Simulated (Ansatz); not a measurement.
Sn4Pd in space group Ccce (No. 68; Sn on 16i, Pd on 4b), DFT-PBEsol in the program Ansatz with PAW potentials, all energies at zero smearing, with the estimated change up to a 700 eV cutoff added, with one set of potentials and settings (totals compare only within such a set). Cell of 10 atoms (8 Sn, 2 Pd): -61414.311 eV.

```json
[
 {"element": "Sn", "reference phase": "I4_1/amd, 2 atoms in the cell", "E (eV/atom)": "-5949.7830"},
 {"element": "Pd", "reference phase": "Fm-3m, 1 atoms in the cell", "E (eV/atom)": "-6906.6520"}
]
```

Formation energy per atom, worked out: (-61414.311 − 8×(-5949.7830) − 2×(-6906.6520))/10 = -0.274 eV/atom (-26 kJ per mol of atoms), at 0 K, without zero-point energy or fitted corrections.

The workflow started from a Materials Project entry (that database holds measured and hypothetical structures alike); the Crystallography Open Database files this formula in space group No. 68, but the cells were not matched. Its standing as an ambient phase is unchecked. The PBEsol relaxation kept the symmetry of its start; its stability against distortions is not shown here. No spin polarisation was allowed. The references are the lowest solids computed at this level, not always the standard phases. Scalar-relativistic: spin–orbit coupling is off unless named, which matters more the heavier the elements.

Potentials: the later of the program's two PAW sets.
